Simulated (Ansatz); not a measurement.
Lattice vibrations of Ni₂Te₂O at Γ

Computed with DFT PBE, scalar-relativistic, plane waves, PAW (Ansatz). Cutoff 420 eV, 12×12×12 k-points (Γ-centred), Gaussian smearing of 0.10 eV. No spin polarisation. Phonons by linear response, acoustic sum rule imposed.

Equilibrium structure at this level:
```
Ni Te O
1.0
    -1.94718    1.94718    5.83516
     1.94718   -1.94718    5.83516
     1.94718    1.94718   -5.83516
Ni Te O
2 2 1
Cartesian
  0.0000 1.9472 0.0000
  1.9472 0.0000 0.0000
  0.0000 0.0000 9.8261
  0.0000 0.0000 1.8443
  0.0000 0.0000 5.8352
```

It was reached by relaxing an invented guess, and it needn't be the stable form of this composition. In a metal, frequencies depend on the k mesh and the smearing, soft modes most. Spin–orbit coupling is left out, which matters for heavy elements.

(1) Is this structure stable against zone-centre distortions?

(2) List the optical modes at Γ (i marks imaginary ones).

## Answers

(1) No: 1 of the 12 optical modes are imaginary.

(2)
```
frequency (cm⁻¹)  degeneracy
             80i           1
              65           2
              67           1
             103           2
             107           1
             157           1
             158           2
             440           2
```
